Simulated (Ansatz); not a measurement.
The start is a randomly generated symmetric cell of W (space group No. 217). The cell and all atomic positions are relaxed at zero pressure with r2SCAN (plane waves to 500 eV, PAW, scalar-relativistic; Ansatz, an electronic-structure program). The first steps use a coarse 9×9×9 k-mesh.

Input geometry:
```
CELL_PARAMETERS angstrom
     -2.54210     2.54210     2.54210
      2.54210    -2.54210     2.54210
      2.54210     2.54210    -2.54210
ATOMIC_POSITIONS crystal
  W  0.34293 0.34293 0.34293
  W  0.00000 0.00000 0.65707
  W  0.00000 0.65707 0.00000
  W  0.65707 0.00000 0.00000
```

```json
{
  "initial_pressure": "+37.5 GPa (positive: the cell is compressed)",
  "largest_initial_force": "4.96 eV/Å, on W1, W2, W3, W4 (atoms numbered as listed)",
  "outcome": "The space group stays I-43m (No. 217) (the run could not lower it), with 4 atoms in the primitive cell",
  "energy_released": "0.72 eV/atom",
  "volume_change": "+5.6 %, from 16.43 to 17.36 Å³/atom",
  "Shortest distances (start → end)": "The closest pairs of elements (up to four, under 3.6 Å), start → end: W–W 2.47 → 2.66 Å",
  "band_gap_at_the_end": "no gap (metallic)",
  "optimiser_moves": "10"
}
```

The end point of the relaxation:

Space group I-43m (No. 217); a = 5.1782 Å, b = 5.1782 Å, c = 5.1782 Å, α = 90.00°, β = 90.00°, γ = 90.00°

```tsv
atom	site	symmetry	x	y	z
W	8c	.3m	0.2082	0.2082	0.2082
```
(The calculation used a cell of 4 atoms; values per cell refer to that cell.)

Final values are on a 13×13×13 k-mesh of the relaxed cell. No spin polarisation in the result.

The run could not lose the symmetry of its start: the end is stationary, and may be a saddle point rather than a minimum.

The relaxed structure here is a generated cell of W: the first start was made by a random draw of sites in a space group, and the end was not matched to a known phase here, so it may be hypothetical. Known forms of W include space group No. 229.
